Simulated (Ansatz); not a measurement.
Here is the system:

Ba2Ti2N3F3:
```
CELL_PARAMETERS angstrom
      4.07052     0.00000     0.00000
      0.00000     4.07052     0.00000
      0.00000     0.00000     8.53792
ATOMIC_POSITIONS crystal
  Ba 0.50000 0.50000 0.00000
  Ti 0.00000 0.00000 0.72128
  F  0.50000 0.00000 0.76481
  N  0.00000 0.50000 0.74839
  F  0.00000 0.00000 0.00000
  Ba 0.50000 0.50000 0.50000
  Ti 0.00000 0.00000 0.27872
  N  0.50000 0.00000 0.25161
  F  0.00000 0.50000 0.23519
  N  0.00000 0.00000 0.50000
```

This is the PBE-relaxed structure.

**Question.** All from PBE (plane waves, PAW; program Ansatz), unless another level is named. Estimate the band gap.

**Answer.** 1.38 eV (smallest direct gap 1.40 eV).

**Question.** Give the conduction-band minimum.

**Answer.** at Γ.

**Question.** What about the weight of the conduction-edge state by species (Voronoi cells)?

**Answer.** Ti 79 %, N 10 %, F 7 %, Ba 4 %.

Space group P-4m2. The start of the workflow was typed in or built on a structure type; neither database checked (COD, Materials Project) lists it. Whether it is the stable phase at ambient conditions was not checked. Symmetry was held in the PBE relaxation; whether a distortion lowers the energy is not shown. The workflow began spin-polarised and lost its moments. Scalar-relativistic: spin–orbit coupling is off unless named, which matters more the heavier the elements.

Potentials: the earlier of the program's two PAW sets.
